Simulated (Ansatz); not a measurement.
Each is relaxed and computed with DFT-PBEsol in the program Ansatz with PAW potentials. Which is the only metal?
A) WC, rock salt
B) WO3, Pnma (W on 4c, O on 4c, O on 4c, O on 4c)
C) B4C, Cm (Pearson symbol mS30)
D) MgO, rock salt

A, WC, rock salt. WC: metal; B4C: gap 2.82 eV (indirect); WO3: gap 1.12 eV (indirect); MgO: gap 4.62 eV (direct). Built on a structure type that need not be the filed one of that space group: WO3, Pnma (W on 4c, O on 4c, O on 4c, O on 4c). Not the usual ambient phase: WC, rock salt. Standing as an ambient phase not checked: B4C, Cm (Pearson symbol mS30); WO3, Pnma (W on 4c, O on 4c, O on 4c, O on 4c). Began spin-polarised and lost the moments: WO3, Pnma (W on 4c, O on 4c, O on 4c, O on 4c). Weakly bound layers, chains or molecules computed without a dispersion correction, so cells and soft constants are ill determined: WO3, Pnma (W on 4c, O on 4c, O on 4c, O on 4c). All cells were relaxed under the symmetry of their starts (and spin orders); stability against distortions was not tested throughout. Named crystals with no word on spin ran without spin polarisation. Spin–orbit coupling is left out wherever it is not named.

Potentials: the earlier of the program's two PAW sets. The files were generated under PBE; for other functionals the program regenerates the frozen cores, and for LDA and PBEsol the local potential too.
